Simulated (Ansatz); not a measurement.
Space group Immm (No. 71). a = 4.828 Å, b = 7.673 Å, c = 10.126 Å, α = 90.00°, β = 90.00°, γ = 90.00°
| atom | site | symmetry | x | y | z |
| --- | --- | --- | --- | --- | --- |
| Ba | 4j | mm2 | 0.0000 | 0.5000 | 0.2194 |
| Sb | 4h | m2m | 0.5000 | 0.7028 | 0.0000 |
| Bi | 2a | mmm | 0.0000 | 0.0000 | 0.0000 |

Equation of state of this Ba2BiSb2 structure (not necessarily the ground state), with shape and atoms relaxed at each volume where symmetry leaves them free. It has no gap at any of these volumes. Theory: Ansatz 0.2.0, DFT PBE, scalar-relativistic, plane waves, PAW.

Cutoff 420 eV; k points 10×10×10 on the computed 5-atom cell (Γ-centred); Gaussian smearing, width 0.10 eV; no spin polarisation.

```tsv
V (Å³/atom)	E − E(largest V) (meV/atom)	P (GPa)
35.259	2.85	2.46
36.385	-9.59	1.13
37.510	-13.38	-0.01
38.635	-9.83	-0.97
39.760	0.00	-1.79
```

Q: Fit a third-order Birch–Murnaghan equation to E(V).

A: V0 = 37.50 Å³/atom, B0 = 35 GPa, B0' = 4.3.

Spin-orbit coupling is left out, which matters for the bands of heavy elements.